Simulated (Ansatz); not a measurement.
Relaxed Au (fcc, Cu type):

```yaml
crystal:
  lattice:
    - [4.15726, 0.00000, 0.00000]
    - [0.00000, 4.15726, 0.00000]
    - [0.00000, 0.00000, 4.15726]
  atoms:
    - { symbol: Au, position: [0.00000, 0.00000, 0.00000] }
    - { symbol: Au, position: [0.50000, 0.50000, 0.00000] }
    - { symbol: Au, position: [0.50000, 0.00000, 0.50000] }
    - { symbol: Au, position: [0.00000, 0.50000, 0.50000] }
```

In each cell atom 3 (Au, nearest neighbour Au at 2.940 Å; its periodic images, 4.2 Å or more away, move with it) moves by s·(0.000, 0.000, 1.000) (along Cartesian z), the rest being held.

Method: PBE (plane waves to 420 eV, PAW, scalar-relativistic; Ansatz, a first-principles code). k mesh 9×9×9 (Γ-centred), Fermi-Dirac smearing 0.05 eV. E stands for the smeared free energy. With partly filled bands, energies and forces of such displacements shift with the k mesh and the smearing. Au was relaxed with its symmetry unable to fall. Spin-orbit coupling is left out, though Au is heavy. The PAW data are Ansatz's earlier set. ΔE is measured from the undisplaced structure. The last digit holds for this mesh only.

```json
[
 {"s (Å)": "-0.290", "ΔE (meV/cell)": "238.6"},
 {"s (Å)": "-0.232", "ΔE (meV/cell)": "149.6"},
 {"s (Å)": "-0.174", "ΔE (meV/cell)": "withheld"},
 {"s (Å)": "-0.116", "ΔE (meV/cell)": "36.3"},
 {"s (Å)": "-0.058", "ΔE (meV/cell)": "9.0"},
 {"s (Å)": "0.000", "ΔE (meV/cell)": "0.0"},
 {"s (Å)": "0.058", "ΔE (meV/cell)": "9.0"},
 {"s (Å)": "0.116", "ΔE (meV/cell)": "36.3"},
 {"s (Å)": "0.174", "ΔE (meV/cell)": "withheld"},
 {"s (Å)": "0.232", "ΔE (meV/cell)": "149.6"},
 {"s (Å)": "0.290", "ΔE (meV/cell)": "238.6"}
]
```

Q: Fit an even polynomial form (powers 2, 4) to the given rows and predict ΔE at s = -0.174.

A: Least squares on the 9 given rows: ΔE = (2675)·s² + (1928)·s⁴, in meV/cell with s in Å; root-mean-square residual 0.03 meV/cell. At -0.174 the fit gives 82.8 meV/cell; the calculation gives 82.8 meV/cell, the same to the digits shown. The quadratic term alone would give 81.0 meV/cell.

(For displaced atoms, the force is minus the slope of the energy, and its curvature is a force constant, which sets phonon frequencies.)
